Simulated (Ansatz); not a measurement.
RbAgBr2 as one 4-atom ordering (P4/mmm) on the rocksalt lattice, relaxed with r2SCAN, was run in the plane-wave code Ansatz under altered settings. All numbers are computed, without spin polarisation but where a row says otherwise.

```
CELL_PARAMETERS angstrom
4.51799 0.00000 0.00000
0.00000 4.51799 0.00000
0.00000 0.00000 6.35632
ATOMIC_POSITIONS crystal
Rb 0.00000 0.00000 0.00000
Br 0.00000 0.00000 0.50000
Ag 0.50000 0.50000 0.50000
Br 0.50000 0.50000 0.00000
```

The base run's other keys:
```yaml
kpoints:
  mp_grid: { grid: [4, 4, 2] }
hamiltonian:
  xc: hse06
scf:
  occupations: { method: fixed }
  n_extra_bands: 5
```

It takes 13 iterations with 2509 plane waves at 420 eV and 12 k points, and leaves a mean stress of +0.69 GPa. The gap over this mesh is 2.518 eV. It ran on 4 threads of Arm Neoverse N1, with other jobs on the host.

Outcomes, with energy and stress as changes against the base:
```
                              setting    outcome  ΔF (meV/atom)  Δ mean stress (GPa)  gap on the mesh (eV)  iterations  wall time
PBE hybrid, exx coeff 0.4, unscreened  converged              –                 -0.2                 4.473          17       33 s
PBE hybrid, exx coeff 0.2, unscreened  converged              –                  0.0                 2.787          13       28 s
     scf.occupations: fermi_dirac 0.2  converged            0.0                  0.0                 2.518          18       31 s
```
A dash marks a value that wasn't obtained or can't be compared. Stress is positive in compression. The base took 29 s. The base's mesh is coarse for a hybrid, so its own values aren't converged.

- PBE hybrid, exx coeff 0.4, unscreened. That is 40 % exact exchange, at all ranges, against HSE06's 25 % screened at 0.208 1/Å. The mean stress moves by -0.2 GPa and the gap on the mesh by +1.955 eV (to 4.473). Totals of different functionals aren't comparable.
- PBE hybrid, exx coeff 0.2, unscreened. That is 20 % exact exchange, at all ranges, against HSE06's 25 % screened at 0.208 1/Å. The mean stress moves by 0.0 GPa and the gap on the mesh by +0.269 eV (to 2.787). Totals of different functionals aren't comparable.

Within 1 meV an atom, 0.1 GPa and 0.005 eV of the base stay: scf.occupations: fermi_dirac 0.2.

The runs are scalar-relativistic, without spin-orbit coupling.

The program warns that its thresholds are loose for a hybrid's stress.

The meshes of the hybrids are coarse, so their gaps aren't converged to the digits shown.
